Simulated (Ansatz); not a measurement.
Ti2AlC:
```cif
data_C2Al2Ti4
_chemical_formula_sum 'Ti4 Al2 C2'
_space_group_name_H-M_alt 'P63/mmc'
_space_group_IT_number 194
_space_group_name_Hall '-P 6c 2c'
_cell_length_a 3.05541
_cell_length_b 3.05541
_cell_length_c 13.71053
_cell_angle_alpha 90.000
_cell_angle_beta 90.000
_cell_angle_gamma 120.000
loop_
_atom_site_label
_atom_site_type_symbol
_atom_site_symmetry_multiplicity
_atom_site_Wyckoff_symbol
_atom_site_fract_x
_atom_site_fract_y
_atom_site_fract_z
_atom_site_occupancy
Ti1 Ti 4 f 0.33333 0.66667 0.08358 1
Al1 Al 2 d 0.66667 0.33333 0.25000 1
C1 C 2 a 0.00000 0.00000 0.00000 1
```

Relaxed at zero pressure with DFT-r²SCAN in the program Ansatz with PAW potentials.

Problem. The volume is lowered by 9 % and shape and atoms relax at that volume. What pressure results, and how do the axes share the change?

Solution. 16.8 GPa; a -3.0 %, b -3.0 %, c -3.3 %; the energy rises by 60 meV/atom.

Problem. Give the new structure.

Solution. 
Space group P6₃/mmc (No. 194); a = b = 2.9639 Å, c = 13.2586 Å, α = β = 90.00°, γ = 120.00°

| atom | site | symmetry | x | y | z |
|---|---|---|---|---|---|
| Ti | 4f | 3m. | 0.3333 | 0.6667 | 0.0863 |
| Al | 2d | -6m2 | 0.6667 | 0.3333 | 0.2500 |
| C | 2a | -3m. | 0.0000 | 0.0000 | 0.0000 |

The phase is kept; no other phase was compared at this pressure.

Space group P6_3/mmc. The first step of the workflow began from a Materials Project structure, measured or hypothetical; the Crystallography Open Database copy checked does not list it. Whether it is the stable phase at ambient conditions was not checked. The r²SCAN relaxation kept the symmetry of its start; of distortions, only those at the zone centre were tested. No spin polarisation was allowed.

Potentials: the earlier of the program's two PAW sets.
